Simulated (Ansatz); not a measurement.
**Phase order of Pt along its cold isotherm**

All-electron LAPW in Ansatz 0.2.0 under LDA, scalar-relativistic, energies extrapolated to zero smearing. Each structure type was compressed from its own relaxed volume, symmetry kept and shape relaxed on PAW files, and E(V) was fitted to energies and pressures; H = E + pV has no temperature or zero-point term. Only these types were tried: fcc (Fm-3m, 17×17×17 mesh, 14.76 Å³/atom at rest); hcp (P6_3/mmc, 16×16×9 mesh, 14.86 Å³/atom at rest); sc (Pm-3m, 17×17×17 mesh, 16.98 Å³/atom at rest); diamond (Fd-3m, 12×12×12 mesh, 22.53 Å³/atom at rest); bcc (Im-3m, 19×19×19 mesh, 14.94 Å³/atom at rest). Spin polarisation is left out. Spin–orbit coupling is left out; Fermi–Dirac smearing is 0.05 to 0.1 eV. Enthalpies carry a few meV/atom of noise from meshes and fits.

Question: Which type is lowest at zero pressure, and what follows up to 1200 GPa?

Answer: Among the types tried, fcc is lowest at zero pressure and stays so up to 1200 GPa. Enthalpies against fcc:

```
p (GPa)  fcc (meV/atom)  hcp (meV/atom)  sc (meV/atom)  diamond (meV/atom)  bcc (meV/atom)
      0               0              68            545                1321             126
     36               0              85            971                2785             157
     97               0             104           1528                4675             191
    180               0             122           2135                6742             221
    360               0             151           3173               10306             253
    610               0             176           4305               14223             262
    910               0             194           5421               18085             245
   1200               0             203           6351               21293             213
```
